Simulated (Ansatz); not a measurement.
## CdSe (zinc blende), energy against volume

CdSe (zinc blende)

```xyz
2
Lattice="0.0000 3.0982 3.0982 3.0982 0.0000 3.0982 3.0982 3.0982 0.0000" Properties=species:S:1:pos:R:3 pbc="T T T"
Se     4.6473     4.6473     4.6473
Cd     0.0000     0.0000     0.0000
```

Equation-of-state scan: isotropic scaling of the cell above, V₀ being its volume. Symmetry pins the atoms to their sites.

Computed with PBE (plane waves to 420 eV, PAW, scalar-relativistic; Ansatz, a quantum-chemistry and plane-wave program). k mesh 9×9×9 (Γ-centred), Fermi-Dirac smearing 0.05 eV. Energies are smeared free energies. Stress and pressure are positive under compression. CdSe was relaxed with its symmetry unable to fall. The PAW data are Ansatz's earlier set. ΔE is measured from the relaxed starting cell.

| V (Å³/atom) | ΔE (meV/atom) | P (GPa) |
|---|---|---|
| 24.981 | 147.6 | 11.7 |
| 25.775 | 96.6 | 8.9 |
| 26.567 | 58.4 | 6.6 |
| 27.361 | 31.0 | 4.5 |
| 28.154 | 13.0 | 2.8 |
| 28.947 | 3.1 | 1.3 |
| 29.740 | 0.0 | 0.0 |
| 30.533 | 2.8 | -1.1 |
| 31.326 | 10.8 | -2.1 |
| 32.119 | 23.1 | -2.9 |
| 32.912 | 39.1 | -3.6 |
| 33.705 | 58.3 | -4.2 |
| 34.498 | 80.3 | -4.7 |

Derived quantities:

```yaml
pressure_at_the_smallest_volume: 11.7 GPa
energy_cost_of_the_largest_compression: 147.6 meV/atom
energy_cost_of_the_largest_expansion: 80.3 meV/atom
Bulk modulus B₀ (third-order Birch-Murnaghan fit): 44.7 GPa
Pressure derivative B₀′ (fit): 4.7
equilibrium_volume_of_the_fit: 29.74 Å³/atom
Pressure for 5 % compression (fit): 2.6 GPa
```

(A scan under strain: stresses follow from slopes of the energy per volume, elastic moduli from its curvatures.)
